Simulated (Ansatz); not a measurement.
Theory: Ansatz, DFT PBE, scalar-relativistic, plane waves, PAW. All cells share a 420 eV cutoff and Γ-centred k meshes spaced about 0.3 Å⁻¹ or finer (0.25 for metals, 2π included). Collinear spin where magnetic atoms keep a moment.

Relaxed structures of H3WCl4, with energies over the first row. Coordination counts Cl or H atoms around W (for each partner element, those within 1.25 times its shortest distance or 1.15 times the sum of covalent radii, where it is the nearest in units of that sum or under 1.3).

| # | form | sites | V (Å³/atom) | coordination | ΔE (meV/atom) | moments |
| --- | --- | --- | --- | --- | --- | --- |
| 1 | R3m | H 9b; W 3a; Cl 3a, 9b | 22.3 | W 7 | 0 | no moments |
| 2 | I4/m | H 4d, 2b; W 2a; Cl 8h | 26.2 | W 6 | 99 | no moments |
| 3 | P-6m2 | H 2i, 1e; W 1a; Cl 2i, 2h | 20.1 | W 9 | 101 | ferromagnetic moments up to 0.4 μB |

A further structure, relaxed alike (no moments):

```xyz
8
Lattice="4.8934 2.8252 2.4238 -4.8934 2.8252 2.4238 0.0000 -5.6504 2.4238" Properties=species:S:1:pos:R:3 pbc="T T T"
H    -3.6553   -1.6279    3.4363
H     0.4178    3.9795    3.4363
H     3.2374   -2.3516    3.4363
W     0.0000    0.0000    5.6800
Cl    0.0000    0.0000    0.6058
Cl    1.7910   -0.5297    4.1635
Cl   -1.3542   -1.2862    4.1635
Cl   -0.4368    1.8159    4.1635
```

Q: Place it among the others.

A: It is the lowest, 18 meV/atom below row 1, with space group R3 (No. 146) and 25.1 Å³/atom. Counting Cl or H atoms around W, this cell and row 1 both have W 7. H is surrounded by 1 W at 1.73 Å, 3 Cl at 2.44–2.48 Å and 1 Cl at 2.65 Å; W has 3 H at 1.73 Å, 1 Cl at 2.20 Å and 3 Cl at 2.41 Å; around Cl on a site of symmetry 3 lie 1 W at 2.20 Å and 3 H at 2.65 Å; around Cl on a site of symmetry 1 lie 1 W at 2.41 Å and 3 H at 2.44–2.48 Å.

For metals, differences of a few meV/atom aren't resolved. No dispersion correction is applied, so the spacing and binding between layers, chains or molecules are poorly described (R3, R3m, I4/m, P-6m2), and this can change margins and order among such cells. Spin–orbit coupling, which can matter for W, is left out. In R3, R3m, I4/m an odd number of electrons in the primitive cell allows no gap without spin; a larger cell or a magnetic state could open one. With hydrogen, zero-point motion can shift such differences by 10 meV/atom or more. A magnetic state wasn't ruled out in cells without spin, among them R3, R3m, I4/m. The magnetic state reached may not be the lowest. With atoms moved at random, the further cell (by 190 meV/atom) fell into a lower structure. Row 1, row 2 and row 3 had no clear such test and can be saddle points. Some types were kept out of the candidates beforehand, so the set may lack a known form.
